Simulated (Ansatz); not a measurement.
### Question
Name crystals whose computed values (DFT-r²SCAN in the program Ansatz with PAW potentials) fall in these windows: HSE06 gap (eV) 3.3 to 4.2; B₀ by P(V) fit (GPa) 120 to 150; electron conductivity mass (mₑ) 1.6 to 2.1.

### Answer


```
crystal                                                    HSE06 gap (eV)  B₀ by P(V) fit (GPa)  electron conductivity mass (mₑ)
---------------------------------------------------------  --------------  --------------------  -------------------------------
Ba2CdMoO6, Fm-3m (Ba on 8c, Cd on 4b, Mo on 4a, O on 24e)            3.68                   132                              1.9
```
Others may fit too.

Standing as an ambient phase not checked: Ba2CdMoO6, Fm-3m (Ba on 8c, Cd on 4b, Mo on 4a, O on 24e). The cell was relaxed under the symmetry of its start. Rows with no word on spin ran without spin polarisation. Scalar-relativistic: spin–orbit coupling is off unless named, which matters more the heavier the elements.

Potentials: the later of the program's two PAW sets.
